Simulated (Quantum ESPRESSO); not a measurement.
# Kohn-Sham bands of HfGe₂ (Cmcm)

```
HfGe2
1.0
    0.00000     0.00000     3.75280
   -3.78610     0.00000     0.00000
    1.89305    -7.48784     0.00000
Hf Ge
2 4
Direct
  0.75000   0.10613   0.21226
  0.25000   0.89387   0.78774
  0.75000   0.44042   0.88084
  0.25000   0.55958   0.11916
  0.25000   0.25015   0.50030
  0.75000   0.74985   0.49970
```

Materials Project entry mp-13683; symmetrised, unrelaxed at this level. COD (Crystallography Open Database) has an entry of this formula and space group (matched by these alone). Level: PBEsol, no spin polarisation, no spin-orbit coupling; pw.x of Quantum ESPRESSO at 63 Ry with PseudoDojo potentials, 4×6×6 k-points, Wannier90. Density: 8×8×8 mesh, cold smearing 0.01 Ry. Spin-orbit coupling is left out although heavy elements are present.

Problem. List the Kohn-Sham levels between −8 and 3.0 eV relative to the Fermi level at the high-symmetry points, as a band run of pw.x on that density gives them (levels within 2 meV counted together).

Solution. 
```json
[
 {"point": "Γ", "k (reciprocal lattice)": "0.000 0.000 0.000", "levels (eV)": "-4.40, -3.07, -3.06, -2.97, -2.91, -2.28, -2.21, -2.17, -0.27, 1.51, 1.59, 1.80, 1.82, 2.04, 2.13, 2.25, 2.60"},
 {"point": "Y", "k (reciprocal lattice)": "0.000 0.000 -0.500", "levels (eV)": "-7.92, -5.29, -4.35, -3.05, -2.80, -2.44, -2.33, -1.96, -1.60, -0.05, 1.38, 1.46, 1.61, 1.71, 1.88, 2.06, 2.17"},
 {"point": "C_0", "k (reciprocal lattice)": "0.000 -0.468 -0.266", "levels (eV)": "-6.54, -6.36, -4.39, -3.21, -3.18, -1.53, -1.44, -0.73, -0.34, -0.03, 0.78, 1.13, 1.87, 2.18, 2.22"},
 {"point": "Σ_0", "k (reciprocal lattice)": "0.000 -0.532 0.266", "levels (eV)": "-6.54, -6.36, -4.39, -3.21, -3.18, -1.53, -1.44, -0.73, -0.34, -0.03, 0.78, 1.13, 1.87, 2.18, 2.22"},
 {"point": "Z", "k (reciprocal lattice)": "0.500 0.000 0.000", "levels (eV)": "-5.59 (×2), -2.44 (×2), -1.73 (×2), 0.07 (×2), 0.18 (×2), 1.66 (×2), 2.19 (×2), 2.99 (×2)"},
 {"point": "A_0", "k (reciprocal lattice)": "0.500 -0.532 0.266", "levels (eV)": "-5.95 (×2), -3.85 (×2), -3.46 (×2), -2.43 (×2), 1.55 (×2), 2.81 (×2)"},
 {"point": "E_0", "k (reciprocal lattice)": "0.500 -0.468 -0.266", "levels (eV)": "-5.95 (×2), -3.85 (×2), -3.46 (×2), -2.43 (×2), 1.55 (×2), 2.81 (×2)"},
 {"point": "T", "k (reciprocal lattice)": "0.500 0.000 -0.500", "levels (eV)": "-4.34 (×2), -3.18 (×2), -2.25 (×2), -0.63 (×2), -0.20 (×2), 2.45 (×2), 2.75 (×2)"},
 {"point": "S", "k (reciprocal lattice)": "0.000 -0.500 0.000", "levels (eV)": "-6.87, -5.91, -4.75, -3.19, -2.67, -1.83, -1.50, -0.64, -0.26, -0.20, 0.43, 1.13, 2.08, 2.33, 2.49"},
 {"point": "R", "k (reciprocal lattice)": "0.500 -0.500 0.000", "levels (eV)": "-5.93 (×2), -3.97 (×2), -3.42 (×2), -2.45 (×2), 1.87 (×2), 2.63 (×2), 2.99 (×2)"}
]
```
